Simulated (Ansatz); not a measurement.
The slice is one period of a {100} plane through atoms; its size isn't given.

These are r2SCAN (plane waves to 500 eV, PAW, scalar-relativistic; Ansatz, a first-principles code) values and carry that method's errors. Inside the PAW spheres the values are not all-electron values, and peaks at nuclei hang on which shells count as valence.

```
|######**++==--::..              ..::--==++**####|
|####**++++==--::..              ..::--==++++**##|
|****++++==--::::..................::::--==++++**|
|++++++==----::......................::----==++++|
|======----::::::::::::::::::::::::::::::----====|
|------::::::::::::::----------::::::::::::::----|
|::::::::..::::::------------------::::::..::::::|
|..........::::----======++======----::::........|
|      ....::::--====++******++====--::::....    |
|      ....::----==++**##%%##**++==----::....    |
|      ....::----==**##@@@@@@##**==----::....    |
|      ....::----++**%%@@@@@@%%**++----::....    |
|      ....::----==**##@@@@@@##**==----::....    |
|      ....::----==++**##%%##**++==----::....    |
|      ....::::--====++******++====--::::....    |
|..........::::----======++======----::::........|
|::::::::..::::::------------------::::::..::::::|
|------::::::::::::::----------::::::::::::::----|
|======----::::::::::::::::::::::::::::::----====|
|++++++==----::......................::----==++++|
|****++++==--::::..................::::--==++++**|
|####**++++==--::..              ..::--==++++**##|
|######**++==--::..              ..::--==++**####|
|######**++==--::..              ..::--==++**####|
```
Scale: ten equal steps from -1.36 (start of ' ') to 1.66 (end of '@'), in the order ' .:-=+*#%@'. Values: log₁₀ of the valence density in e/Å³. The map has 24 points along u (two characters each, u = 0 at the left) and 24 along v (v = 0 in the bottom row). The scale is logarithmic, as a density can span decades between atoms and voids.

```
|xxx:=+=-.       .-=+=:xx|
|xx.-+=-:.  ...  .:-=+-.x|
|.:-=+=-:..:---:..:-=+=-:|
|==++=-:::-+***+-:::-=++=|
|++==-::-=*%%%%%*=-::-==+|
|==--::-+#%@@@@@%#+-::--=|
|--:::-+#@@@@@@@@@#+-:::-|
|:...:=#@@@@@@@@@@@#=:...|
|   .-*%@@@@%#%@@@@%*-.  |
|   :+%@@@@#xxx#@@@@%+:  |
|  .-*%@@@%xxxxx%@@@%*-. |
|  .-*%@@@#xxxxx#@@@%*-. |
|  .-*%@@@%xxxxx%@@@%*-. |
|   :+%@@@@#xxx#@@@@%+:  |
|   .-*%@@@@%#%@@@@%*-.  |
|:...:=#@@@@@@@@@@@#=:...|
|--:::-+#@@@@@@@@@#+-:::-|
|==--::-+#%@@@@@%#+-::--=|
|++==-::-=*%%%%%*=-::-==+|
|==++=-:::-+***+-:::-=++=|
|.:-=+=-:..:---:..:-=+=-:|
|xx.-+=-:.  ...  .:-=+-.x|
|xxx:=+=-.       .-=+=:xx|
|xxx.=+=-:       :-=+=.xx|
```
Scale: ten equal steps from 0.04 (start of ' ') to 0.80 (end of '@'), in the order ' .:-=+*#%@'. Values: electron localisation function (ELF). The map has 24 points along u (one character each, u = 0 at the left) and 24 along v (v = 0 in the bottom row). Points within 0.5 Å of a nucleus are blanked (x), as the pseudised field means little there.

Task: Which relaxed crystal do these maps come from?
(A) PbSe (rock salt)
(B) PbTe (rock salt)
(C) HfN (rock salt)
(D) TiC (rock salt)

Result: A, PbSe (rock salt). Atoms on the slice: Se at (0.50, 0.50); Pb at (0.00, 0.00)

All were relaxed with their symmetry unable to fall. HfN is run without spin polarisation. Spin-orbit coupling is left out. TiC is run without spin polarisation.
